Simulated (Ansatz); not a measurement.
**Perovskite alloy of SrTiO3 and CaTiO3 (6 of 8 Sr sites exchanged), 40 atoms**

Ansatz, PAW, plane waves. PBEsol relaxation of volume and atoms (shape held) at the single k point (¼, ¼, ¼) without its symmetry partners; single points on the relaxed atoms at the Γ point alone, onto which points of the small cell's zone fold. Arrangement: quasirandom. No spin–orbit coupling unless named.

Relaxed structure:

```xyz
40
Lattice="7.6562 0.0000 0.0000 0.0000 7.6562 0.0000 0.0000 0.0000 7.6562" Properties=species:S:1:pos:R:3 pbc="T T T"
Sr    0.0926    7.6537    0.0787
Sr    7.5539    3.8333    7.5681
Ca    0.1101    7.6507    3.9560
Ca    7.5426    3.8249    3.6789
Ca    3.9261    7.6479    0.1504
Ca    4.0020    7.6534    3.9220
Ca    3.7237    3.8279    7.4823
Ca    3.6418    3.8275    3.7174
Ti    1.9241    1.9098    1.9228
Ti    1.9244    1.9095    5.7089
Ti    1.9203    5.7408    1.9193
Ti    1.9223    5.7353    5.7094
Ti    5.7172    1.9102    1.9225
Ti    5.7214    1.9012    5.7113
Ti    5.7089    5.7329    1.9241
Ti    5.7276    5.7265    5.6988
O     2.2155    1.6320    7.6513
O     1.6424    2.2597    3.8191
O     2.1809    6.0332    7.6490
O     1.6721    5.4025    3.8165
O     5.4509    2.2160    0.0155
O     6.0270    1.5908    3.8439
O     5.4754    5.4693    0.0130
O     5.9857    6.1021    3.8413
O     7.6450    2.1466    1.7002
O     0.0220    1.7010    5.9635
O     7.6430    5.5215    1.7319
O     0.0201    5.9834    5.9238
O     3.8185    1.6717    2.2482
O     3.8463    2.1869    5.4221
O     3.8178    6.0079    2.2067
O     3.8432    5.4932    5.4502
O     1.6402    0.0058    2.1788
O     2.1261    0.0100    5.3597
O     2.2251    3.8332    1.6496
O     1.8107    3.8360    6.0466
O     5.8476    0.0133    1.6157
O     5.4387    0.0168    6.0098
O     5.5404    3.8396    2.3024
O     6.0300    3.8437    5.4814
```

Problem. What are the mean bond lengths by pair (pairs within 1.2 times the sum of covalent radii, less contacts 15 % beyond the pair's median; cation–cation pairs of compounds aside; long ionic contacts are cut short by that bound)?

Solution. Ca–O 2.518 ± 0.137 Å (standard deviation, 48 bonds); O–Sr 2.619 ± 0.137 Å (standard deviation, 18 bonds); O–Ti 1.953 ± 0.023 Å (standard deviation, 48 bonds).

Problem. What gap lies between the top filled and the lowest empty level in the single points?

Solution. HSE06 3.55 eV (11 s on NVIDIA H100); r²SCAN 2.42 eV (19 s on 2 threads of EPYC 7R13).
